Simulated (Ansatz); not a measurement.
GaN:
```
GaN
1.0
   -1.41428     1.41428     2.44468
    1.41428    -1.41428     2.44468
    1.41428     1.41428    -2.44468
Ga N
1 1
Direct
  0.75621   0.75621   0.00000
  0.35879   0.35879   0.00000
```

Relaxed with LDA.

**Question.** Give the optical modes at the zone centre with their infrared activity from DFPT, plane-wave PAW LDA (Ansatz code).

**Answer.** Transverse frequencies, without the LO–TO term; a row sums one degenerate level.

| ω (cm⁻¹) | degeneracy | IR ((D/Å)²/amu) | activity | symmetry |
|---|---|---|---|---|
| 319 | 2 | 47.48 | IR | E |
| 490 | 1 | 15.64 | IR | A1 |

**Question.** How high does the top mode go among those that the LO–TO term moves?

**Answer.** 661 cm⁻¹ for q along x, 661 cm⁻¹ for q along y, 695 cm⁻¹ for q along z.

Space group I4mm. The first step of the workflow began from a Materials Project structure, measured or hypothetical; the Crystallography Open Database copy checked does not list it. It is not the phase usual at ambient conditions (space group No. 186, 216). Symmetry was held in the LDA relaxation. At this level the phase is dynamically unstable (imaginary phonons).

Potentials: the later of the program's two PAW sets.
